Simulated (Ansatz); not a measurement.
Fe₃Ge (Cu3Au type, Pm-3m), DFT-PBE in the program Ansatz with PAW potentials, all energies at zero smearing, with the estimated change up to a 700 eV cutoff added, with one set of potentials and settings (totals compare only within such a set). Cell of 4 atoms (3 Fe, 1 Ge): -17736.819 eV.

```csv
element,reference phase,E (eV/atom)
Fe,"Im-3m, 1 atoms in the cell, spin-polarised",-4480.4888
Ge,"Fd-3m, 2 atoms in the cell",-4294.9847
```

Formation energy per atom, worked out: (-17736.819 − 3×(-4480.4888) − 1×(-4294.9847))/4 = -0.092 eV/atom (-9 kJ per mol of atoms), at 0 K, without zero-point energy or fitted corrections.

The first step of the workflow began from a Materials Project structure, measured or hypothetical; the Crystallography Open Database copy checked does not list it. COD files the formula under space group No. 194, so this cell is another polymorph or a model. Its standing as an ambient phase is unchecked. The PBE relaxation kept the symmetry of its start; its stability against distortions is not shown here. Spin order of the final state: ferromagnetic, chosen from 4 collinear starts compared on coarse meshes (ties went to the first, and starts can fall back to one state), not a proven ground state. The references are the lowest solids computed at this level, not always the standard phases.

Potentials: the later of the program's two PAW sets.
